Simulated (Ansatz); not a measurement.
Structure: Ga3SbAs2, ordered on the zincblende lattice (I-4m2) with 6 atoms a cell, at its r2SCAN minimum. Space group I-4m2 (No. 119), tetragonal; a = 4.121 Å, c = 17.455 Å in the conventional setting, 24.71 Å³ an atom. Around As lie 4 Ga at 2.48 Å; around Ga lie 4 As at 2.48 Å; around Ga lie 2 As at 2.48 Å and 2 Sb at 2.61 Å; around Sb lie 4 Ga at 2.61 Å.

```
As Ga Sb
1.0
    -2.06062    2.06062    8.72758
     2.06062   -2.06062    8.72758
     2.06062    2.06062   -8.72758
As Ga Sb
2 3 1
Cartesian
  0.0000 0.0000 2.9806
  0.0000 0.0000 14.4746
  0.0000 2.0606 4.3638
  2.0606 0.0000 7.1332
  2.0606 0.0000 1.5944
  0.0000 0.0000 8.7276
```

3 runs of Ansatz 0.2.0 on this cell differ in the functional (and in the settings that go with it). Levels are in eV from each run's valence top; v1 is the last filled band, c1 the first empty one.

Run A, mean stress +2.4 GPa (compression positive):
```
point     v2     v1    c1    c2
    Γ   0.00   0.00  0.03  1.21
    X  -2.69  -2.65  1.29  1.31
    P  -2.88  -2.73  1.73  1.79
```

Run B, mean stress 0.0 GPa (compression positive):
```
point     v2     v1    c1    c2
    Γ   0.00   0.00  0.45  1.47
    X  -2.81  -2.76  1.55  1.57
    P  -2.99  -2.84  2.00  2.06
```

Run C, mean stress +0.4 GPa (compression positive):
```
point     v2     v1    c1    c2
    Γ   0.00   0.00  0.81  1.83
    X  -2.93  -2.88  1.85  1.88
    P  -3.13  -2.96  2.29  2.42
```

Question: Match the runs to PBE, r2SCAN, HSE06.

Answer: A is PBE, B is r2SCAN, C is HSE06. In order of the gap: PBE 0.03, r2SCAN 0.45, HSE06 0.81 eV. The stress vanishes for r2SCAN, which relaxed the cell.

All values are calculated for a non-magnetic cell, which may be hypothetical.

Spin-orbit coupling is left out, which matters wherever the heavy atoms make up the band edges.

The program warns that its thresholds are loose for a hybrid's stress.

Gaps or overlaps of about a tenth of an eV are at the limit of these meshes: between the points read a gap can be smaller or closed.
